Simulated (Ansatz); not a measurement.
Sc2GeB2:
```xyz
5
Lattice="3.1754 0.0000 0.0000 -1.5877 2.7500 0.0000 0.0000 0.0000 7.9173" Properties=species:S:1:pos:R:3 pbc="T T T"
Sc     0.0000     1.8333     5.6680
Sc     0.0000     1.8333     2.2492
Ge     0.0000     0.0000     0.0000
B      0.0000     0.0000     3.9586
B      1.5877     0.9167     3.9586
```

Relaxed with PBE. Special points in fractions of this cell's reciprocal vectors: Γ (0.000, 0.000, 0.000); M (0.500, 0.000, 0.000); K (0.333, 0.333, 0.000); A (0.000, 0.000, 0.500); L (0.500, 0.000, 0.500); H (0.333, 0.333, 0.500).

### Question
List the band energies nearest the Fermi level at these points for PBE (plane waves, PAW; program Ansatz).

### Answer
In eV from the Fermi level; about four levels below and three above (degenerate sets whole), none deeper than 8.9 eV; points with the same levels are listed once.

```json
[
 {"k": "Γ", "below": "-1.81 -0.87 -0.81 -0.81", "above": "2.08 2.08 2.12 2.12"},
 {"k": "M", "below": "-2.17 -1.93 -0.76 -0.37", "above": "2.42 2.92 3.01"},
 {"k": "K", "below": "-2.16 -1.61 -1.37 -0.79", "above": "1.03 2.25 2.50"},
 {"k": "A", "below": "-4.63 -3.51 -0.80 -0.80", "above": "0.33 1.98 1.98 1.98"},
 {"k": "L", "below": "-1.92 -1.43 -1.32 -0.17", "above": "1.88 2.43 3.65"},
 {"k": "H", "below": "-2.33 -1.35 -1.34 -1.22", "above": "0.71 3.03 3.29"}
]
```

Space group P-6m2. The start of the workflow was typed in or built on a structure type; neither database checked (COD, Materials Project) lists it. Whether it is the stable phase at ambient conditions was not checked. The PBE relaxation kept the symmetry of its start; its stability against distortions is not shown here. The run is not spin-polarised. Spin–orbit coupling is left out wherever it is not named.

Potentials: the earlier of the program's two PAW sets.
